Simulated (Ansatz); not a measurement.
BaCd2Ge2:
```
BaCd2Ge2
1.0
   -2.33133     2.33133     5.58225
    2.33133    -2.33133     5.58225
    2.33133     2.33133    -5.58225
Ge Cd Ba
2 2 1
Cartesian
  0.00000   0.00000   4.31262
  0.00000   0.00000   6.85189
  0.00000   2.33133   2.79113
  2.33133   0.00000   2.79113
  0.00000   0.00000   0.00000
```

Relaxed with PBEsol. Special points in fractions of this cell's reciprocal vectors: Γ (0.000, 0.000, 0.000); X (0.000, 0.000, 0.500); P (0.250, 0.250, 0.250); N (0.000, 0.500, 0.000); M (0.500, 0.500, -0.500); S (0.294, 0.706, -0.294); S0 (-0.294, 0.294, 0.294); R (-0.087, 0.087, 0.500); G (0.500, 0.500, -0.087).

### Question
List the band energies nearest the Fermi level at these points for PBEsol in the plane-wave PAW code Ansatz.

### Answer
In eV from the Fermi level; about four levels below and three above (degenerate sets whole), none deeper than 8.9 eV; points with the same levels are listed once.

```json
[
 {"k": "Γ", "below": "-0.45 -0.45 -0.24 -0.12", "above": "1.75 2.26 3.10"},
 {"k": "X", "below": "-4.44 -3.53 -2.15 -1.97", "above": "0.55 2.08 2.20"},
 {"k": "P", "below": "-3.27 -2.07 -2.07 -0.29", "above": "2.97 2.97 3.79"},
 {"k": "N", "below": "-1.90 -0.96 -0.18 -0.03", "above": "0.83 1.73 1.87"},
 {"k": "M", "below": "-2.22 -2.22 -1.25 -1.24 -0.68", "above": "0.48 0.90 0.90"},
 {"k": "S", "below": "-5.21 -2.65 -2.04 -2.00", "above": "0.34 0.92 1.03"},
 {"k": "R", "below": "-4.16 -3.50 -2.29 -1.84", "above": "0.51 2.05 2.22"}
]
```

Space group I4/mmm. The workflow started from an entry of the Crystallography Open Database (COD, 298 K). Its standing as an ambient phase is unchecked. Symmetry was held in the PBEsol relaxation; its stability against distortions is not shown here. Spin–orbit coupling is left out wherever it is not named.

Potentials: the later of the program's two PAW sets.
